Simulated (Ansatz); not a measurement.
## Data sheet: YSiNO2 (DFT)

YSiNO2:
```yaml
crystal:
  lattice:
    - [3.57798, 0.00000, 0.00000]
    - [0.00000, 3.57798, 0.00000]
    - [0.00000, 0.00000, 3.69672]
  atoms:
    - { symbol: Y, position: [0.00000, 0.00000, 0.50000] }
    - { symbol: Si, position: [0.50000, 0.50000, 0.00000] }
    - { symbol: N, position: [0.50000, 0.50000, 0.50000] }
    - { symbol: O, position: [0.50000, 0.00000, 0.00000] }
    - { symbol: O, position: [0.00000, 0.50000, 0.00000] }
```

Space group P4/mmm (No. 123); conventional cell a = 3.578 Å, b = 3.578 Å, c = 3.697 Å, α = 90.00°, β = 90.00°, γ = 90.00°.

Method: DFT-r²SCAN in the program Ansatz with PAW potentials. The cell and atoms are relaxed at this level. Other levels are named where they apply.

### Cell and energy

| Item | Result |
|---|---|
| Volume per atom | 9.47 Å³ |
| Density | 5.72 g/cm³ |
| Formation energy from the elements (no fitted shifts) | -2.51 eV/atom |

### Electronic structure

| Item | Value |
|---|---|
| Band gap | 2.08 eV (indirect) |
| Valence-band maximum | at A |
| Conduction-band minimum | at Γ |
| Smallest direct gap on the standard path | 2.63 eV |
| Electron effective mass | 0.36, 0.36, 0.43 mₑ (principal values) |
| Electron effective mass with spin–orbit coupling | 0.36, 0.36, 0.43 mₑ (principal values) |
| Hole effective mass with spin–orbit coupling | 0.44, 0.60, 0.64 mₑ (principal values) |
| HSE06 gap on the r²SCAN cell | 2.89 eV |
| Gap with spin–orbit coupling | 2.07 eV |

### Mechanics

| Property | Result |
|---|---|
| Bulk modulus (Birch–Murnaghan fit) | 263 GPa |
| Pressure derivative B′ | 4.2 |
| Elastic constants (relaxed ions, GPa) | C11 = 440, C12 = 172, C13 = 185, C33 = 411, C44 = 253, C66 = 226 |
| Mechanical stability | stable (all eigenvalues of C positive) |
| Hill bulk and shear moduli | 264 and 186 GPa |
| Young's modulus | 452 GPa |
| Poisson's ratio | 0.21 |
| Debye temperature from the elastic constants | 888 K |

### Charges

| Item | Value |
|---|---|
| Bader charges | Y +2.17, Si +3.31, N -2.18, O -1.65 e |

The start of the workflow was typed in or built on a structure type; neither database checked (COD, Materials Project) lists it. COD files the formula under space group No. 15, 63. Its standing as an ambient phase is unchecked. Symmetry was held in the r²SCAN relaxation; its stability against distortions is not shown here. The run is not spin-polarised. The references are the lowest solids computed at this level, not always the standard phases (solids in place of the gases). Scalar-relativistic: spin–orbit coupling is off unless named, which matters more the heavier the elements.

Potentials: the earlier of the program's two PAW sets. The files were generated under PBE; for other functionals the program regenerates the frozen cores, and for LDA and PBEsol the local potential too.
